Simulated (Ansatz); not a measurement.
TiSb:
```cif
data_Sb2Ti2
_chemical_formula_sum 'Ti2 Sb2'
_space_group_name_H-M_alt 'P 1'
_space_group_IT_number 1
_cell_length_a 4.06303
_cell_length_b 4.06303
_cell_length_c 6.16339
_cell_angle_alpha 90.000
_cell_angle_beta 90.000
_cell_angle_gamma 120.000
loop_
_space_group_symop_operation_xyz
  'x, y, z'
loop_
_atom_site_label
_atom_site_type_symbol
_atom_site_fract_x
_atom_site_fract_y
_atom_site_fract_z
_atom_site_occupancy
Ti1 Ti 0.00000 0.00000 0.00000 1
Ti2 Ti 0.00000 0.00000 0.50000 1
Sb1 Sb 0.33333 0.66667 0.25000 1
Sb2 Sb 0.66667 0.33333 0.75000 1
```

Relaxed with r²SCAN.

Task: Which orbitals make up the states near the Fermi level in the program Ansatz at the r²SCAN level (PAW)?

Result: Within 0.5 eV of the Fermi level: Ti 3d 92 %. Projections are on Löwdin-orthogonalised atomic valence shells; empty p or d shells of many metals are not among them.

Task: Tabulate the density of states.

Result: States/eV per cell of 4 atoms, in 0.25 eV bins, energy from the Fermi level.

```csv
E (eV),total,Ti 3d,Sb 5p,Ti 4s
-7.85,0.00,0.00,0.00,0.00
-7.60,0.00,0.00,0.00,0.00
-7.35,0.00,0.00,0.00,0.00
-7.10,0.00,0.00,0.00,0.00
-6.85,0.00,0.00,0.00,0.00
-6.60,0.00,0.00,0.00,0.00
-6.35,0.00,0.00,0.00,0.00
-6.10,0.00,0.00,0.00,0.00
-5.85,0.00,0.00,0.00,0.00
-5.60,0.09,0.01,0.06,0.02
-5.35,1.21,0.16,0.77,0.20
-5.10,2.05,0.26,1.33,0.34
-4.85,2.86,0.39,1.94,0.35
-4.60,2.74,0.44,1.86,0.26
-4.35,1.65,0.32,1.07,0.13
-4.10,2.06,0.43,1.33,0.15
-3.85,1.55,0.34,1.00,0.10
-3.60,1.45,0.32,0.96,0.08
-3.35,2.09,0.46,1.43,0.09
-3.10,2.95,0.73,1.98,0.11
-2.85,4.67,1.63,2.77,0.13
-2.60,4.85,1.91,2.74,0.08
-2.35,5.52,1.97,3.31,0.05
-2.10,6.29,2.73,3.34,0.05
-1.85,2.83,1.36,1.36,0.02
-1.60,1.54,0.89,0.59,0.01
-1.35,0.93,0.62,0.28,0.01
-1.10,0.93,0.70,0.19,0.01
-0.85,1.47,1.20,0.21,0.01
-0.60,1.79,1.52,0.20,0.01
-0.35,2.09,1.84,0.16,0.01
-0.10,2.64,2.43,0.08,0.02
0.15,3.47,3.26,0.05,0.03
0.40,4.25,4.00,0.07,0.05
0.65,8.91,8.27,0.24,0.15
0.90,8.89,7.88,0.59,0.12
1.15,5.81,4.98,0.49,0.13
1.40,5.75,4.84,0.60,0.14
1.65,4.45,3.45,0.72,0.07
1.90,3.05,2.26,0.55,0.04
2.15,2.64,1.80,0.55,0.03
2.40,2.83,1.83,0.69,0.04
2.65,4.31,2.68,0.96,0.06
```

Space group P6_3/mmc (NiAs type). The workflow started from a Materials Project entry (that database holds measured and hypothetical structures alike); the Crystallography Open Database files this formula in space group No. 194, but the cells were not matched. Whether it is the stable phase at ambient conditions was not checked. Symmetry was held in the r²SCAN relaxation; its stability against distortions is not shown here. The run is not spin-polarised. Scalar-relativistic: spin–orbit coupling is off unless named, which matters more the heavier the elements.

Potentials: the later of the program's two PAW sets.
